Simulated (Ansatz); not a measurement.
IrPtN2:
```
CELL_PARAMETERS angstrom
      1.46327     0.84482     6.21141
     -1.46327     0.84482     6.21141
      0.00000    -1.68963     6.21141
ATOMIC_POSITIONS crystal
  Ir 0.50000 0.50000 0.50000
  Pt 0.00000 0.00000 0.00000
  N  0.89496 0.89496 0.89496
  N  0.10504 0.10504 0.10504
```

Relaxed with PBEsol. Special points in fractions of this cell's reciprocal vectors: Γ (0.000, 0.000, 0.000); T (0.500, 0.500, 0.500); H2 (0.821, 0.179, 0.500); H0 (0.500, -0.179, 0.179); L (0.500, 0.000, 0.000); S0 (0.339, -0.339, 0.000); S2 (0.661, 0.000, 0.339); F (0.500, 0.000, 0.500).

Q: List the band energies nearest the Fermi level at these points for PBEsol (plane waves, PAW; program Ansatz).

A: In eV from the Fermi level; about four levels below and three above (degenerate sets whole), none deeper than 8.9 eV; points with the same levels are listed once.

```
k                           below                above
--  -----------------------------  -------------------
Γ         -1.79 -1.79 -1.46 -1.46       4.68 4.68 5.30
T   -2.94 -2.94 -2.55 -2.55 -0.55  0.31 0.31 3.92 3.92
H2        -2.59 -1.67 -1.45 -0.67       0.16 1.69 4.03
L         -1.63 -0.74 -0.45 -0.26       0.08 1.81 2.49
S0        -2.62 -1.56 -1.46 -0.77       0.24 1.67 4.03
F         -2.35 -2.12 -0.74 -0.26       0.20 1.71 2.78
```

Space group R-3m. The start of the workflow was typed in or built on a structure type; neither database checked (COD, Materials Project) lists it. Its standing as an ambient phase is unchecked. Symmetry was held in the PBEsol relaxation; its stability against distortions is not shown here. The workflow began spin-polarised and lost its moments. Its formation energy is positive at this level, so the cell may be metastable or incomplete. Scalar-relativistic: spin–orbit coupling is off unless named, which matters more the heavier the elements.

Potentials: the later of the program's two PAW sets.
